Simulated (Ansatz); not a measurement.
The relaxed structure here is a generated cell of Li: the first start was made by placing the elements on the sites of a structure type, and the end was not matched to a known phase here, so it may be hypothetical. Known forms of Li include space group No. 229.

The end point of a relaxation of Li. Space group P6/mmm (No. 191), AFLOW prototype A_hP1_191_a (A_f, as in Sn). All values below come from r2SCAN (plane waves to 500 eV, PAW, scalar-relativistic; Ansatz, a first-principles code).

Space group P6/mmm (No. 191); a = 2.974 Å, b = 2.974 Å, c = 2.744 Å, α = 90.00°, β = 90.00°, γ = 120.00°

| atom | site | symmetry | x | y | z |
|---|---|---|---|---|---|
| Li | 1a | 6/mmm | 0.0000 | 0.0000 | 0.0000 |

| Item | Result |
|---|---|
| Volume per atom | 21.02 Å³ |
| Band gap | no gap (metallic) |
| Shortest distances | Li–Li 2.74 Å |
| k-mesh | 18×18×17 |

No spin polarisation in the result.

The run could not lose the symmetry of its start, so the end can be a saddle point.

It was reached from a disturbed copy of a Pm-3m (No. 221) cell (simple cubic type), against which it lies -0.05 eV/atom.
